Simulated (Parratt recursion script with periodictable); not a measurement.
## Neutron reflectivity of La2O3 on SiO2: from fringes to thickness

| layer, from the top | thickness (Å) | density (g/cm³) | rms roughness of its top face (Å) | ρ (10⁻⁶ Å⁻²) | ρ″ (10⁻⁶ Å⁻²) |
|---|---|---|---|---|---|
| La2O3 | ? | 4.631 | 4.2 | 2.901 | 4.271 × 10⁻⁴ |
| SiO2 (substrate) | – | 2.632 | 2.8 | 4.158 | 1.257 × 10⁻⁵ |

ρ and ρ″ are the real and imaginary parts of the scattering length density. Vacuum lies above.

Densities are inputs, not measurements. They were set from computed cells of the Materials Project: La2O3 from entry mp-1968 (P-3m1, 6.615 g/cm³, taken at 70 %); SiO2 from entry mp-6930 (P3₂21, 2.632 g/cm³). A layer's crystal structure does not enter its constants, only its composition and density.

Calculation: specular neutron reflectivity, Parratt recursion, Névot-Croce roughness, natural isotopes, no magnetic scattering; Parratt recursion script with periodictable 1.7.1.

Neutron wavelength 4.75 Å. Q is scanned from 0.004 to 0.3 Å⁻¹ in 600 evenly spaced points, and the curve is smoothed with a Gaussian of 0.001 Å⁻¹ full width. A minimum is a scan point below both neighbours, placed by a parabola through ln R at the three points.

All minima between 0.025 and 0.21 Å⁻¹: Q = 0.0493, 0.0799, 0.1110, 0.1421, 0.1734, 0.2047 Å⁻¹.

Problem. Find the film thickness d from the minima.

Solution. For consecutive orders m, Q² = 16πρ + (2πm/d)², so u = (Q² − 16πρ)^½ rises by 2π/d from one minimum to the next. The film has 16πρ = 145.8 × 10⁻⁶ Å⁻², and u is 0.0478, 0.0790, 0.1103, 0.1416, 0.1730, 0.2043 Å⁻¹. A straight line through u against the count of the minimum has slope 0.03131 Å⁻¹, so d = 2π/slope = 200.7 Å.

The run used d = 200 Å; the estimate misses by 0.7 Å. The spacing of the first two listed minima alone, with ρ left out, gives 2π/ΔQ = 205.3 Å, 2.7 % too high.
